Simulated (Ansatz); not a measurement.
Crystals of one structure type (rock salt) and one family of elements, relaxed and computed with DFT-HSE06 in the program Ansatz with PAW potentials.

```
crystal  V (Å³/atom)  B₀ by P(V) fit (GPa)
-------  -----------  --------------------
LiF             8.06                  73.5
NaF            12.47                  49.3
KF             19.35                  31.6
KCl            31.93                  17.2
NaI            34.15                  15.8
RbCl           36.91                  15.0
RbBr           42.42                     ?
```

Problem. Fit a straight line to ln B₀ against ln V and predict the withheld value.

Solution. Least squares on the 6 shown rows: ln B₀ = -1.07 × ln V + (6.568), with a scatter of 3 %. For RbBr this gives 12.9. The run itself gave 12.6, within the scatter.

All cells were relaxed under the symmetry of their starts (and spin orders); stability against distortions was not tested throughout. Scalar-relativistic: spin–orbit coupling is off unless named, which matters more the heavier the elements.

Potentials: the later of the program's two PAW sets.
